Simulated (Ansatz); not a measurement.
NbP:
```yaml
crystal:
  lattice:
    - [-1.66992, 1.66992, 5.72493]
    - [1.66992, -1.66992, 5.72493]
    - [1.66992, 1.66992, -5.72493]
  atoms:
    - { symbol: Nb, position: [0.99944, 0.99944, 0.00000] }
    - { symbol: Nb, position: [0.74944, 0.24944, 0.50000] }
    - { symbol: P, position: [0.41656, 0.41656, 0.00000] }
    - { symbol: P, position: [0.16656, 0.66656, 0.50000] }
```

Relaxed with r²SCAN. Special points in fractions of this cell's reciprocal vectors: Γ (0.000, 0.000, 0.000); X (0.000, 0.000, 0.500); P (0.250, 0.250, 0.250); N (0.000, 0.500, 0.000); M (0.500, 0.500, -0.500); S (0.271, 0.729, -0.271); S0 (-0.271, 0.271, 0.271); R (-0.043, 0.043, 0.500); G (0.500, 0.500, -0.043).

Problem. List the band energies nearest the Fermi level at these points for the program Ansatz at the r²SCAN level (PAW).

Solution. In eV from the Fermi level; about four levels below and three above (degenerate sets whole), none deeper than 8.9 eV; points with the same levels are listed once.

```
k                    below                above
-  -----------------------  -------------------
Γ  -2.26 -1.82 -1.50 -1.50       0.87 1.68 2.82
X  -3.10 -3.10 -0.53 -0.53  3.17 3.17 3.24 3.24
P  -3.14 -3.14 -0.51 -0.51  3.17 3.17 3.23 3.23
N  -2.51 -2.05 -1.62 -0.18       0.08 1.39 2.62
M  -2.80 -2.80 -0.66 -0.66  1.25 1.25 2.45 2.45
S  -2.49 -2.37 -1.58 -0.15       0.09 1.73 2.55
R  -3.07 -3.07 -0.57 -0.57  2.93 2.93 3.34 3.34
```

Space group I4_1md. Symmetry was held in the r²SCAN relaxation. The run is not spin-polarised. A small band overlap can be real or an error of a semilocal functional. The Fermi level of a semimetal is unsure by some 0.05 eV on such meshes. Scalar-relativistic: spin–orbit coupling is off unless named, which matters more the heavier the elements.

Potentials: the later of the program's two PAW sets.
